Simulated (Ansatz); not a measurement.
## A trial form of Tl2S

Theory: Ansatz 0.2.0, DFT PBE, scalar-relativistic, plane waves, PAW. Cutoff 420 eV, Gaussian smearing, Γ-centred meshes. In-plane cell and atoms relax first on a coarse mesh and then on a converged one. The steps can't lower the symmetry of their start. No spin polarisation.

The guess for Tl2S was made by a generator: random sheet by layer group and Wyckoff sites. Its size is a rough estimate.

The sheet is periodic along a and b; c holds vacuum.

```
CELL_PARAMETERS angstrom
6.18742 0.00000 0.00000
-3.09371 5.35846 0.00000
0.00000 0.00000 14.00000
ATOMIC_POSITIONS crystal
Tl 0.33333 0.66667 0.50000
Tl 0.66667 0.33333 0.50000
S 0.00000 0.00000 0.50000
```

The zero of energy is the elements' standard structures at the same level; no fitted shifts are applied.

Problem. What does it relax into?

Solution. The symmetry stays p6/mmm (No. 80). The area per atom shrinks by 20.0 %, from 11.1 to 8.8 Å². The shortest distance goes from 3.57 Å (Tl–S and Tl–Tl) to 3.20 Å (Tl–S and Tl–Tl). The energy falls by about 0.23 eV/atom (the start's value is from the coarse mesh). The program sets the height of the box itself, so the height of the cell differs between start and end. In-plane cell: a = 5.534 Å, b = 5.534 Å, γ = 120.0°, thickness 0.00 Å between the outermost nuclei. Tl at height 0.00 Å has 3 S at 3.20 Å and 3 Tl at 3.20 Å; S at height 0.00 Å has 6 Tl at 3.20 Å.

```
Tl S
1.0
     5.53409    0.00000    0.00000
    -2.76705    4.79267    0.00000
     0.00000    0.00000   23.80000
Tl S
2 1
Direct
  0.33333 0.66667 0.29412
  0.66667 0.33333 0.29412
  0.00000 0.00000 0.29412
```

Problem. How does it come out in energy, and is it a metal?

Solution. The formation energy is +0.078 eV/atom and the gap on the 6×6×1 mesh of the 3-atom cell is 0.49 eV.

The separate elements lie lower, so it is unstable against them.

The last run used Gaussian smearing of 0.02 eV. These runs have no spin–orbit coupling, which can matter for Tl. Kohn–Sham gaps at this level usually fall short of measured ones. The missing spin–orbit coupling can work the other way here. The reference form of S is held partly by dispersion forces, which this level lacks. A structure relaxed within its symmetry needn't be a true minimum.
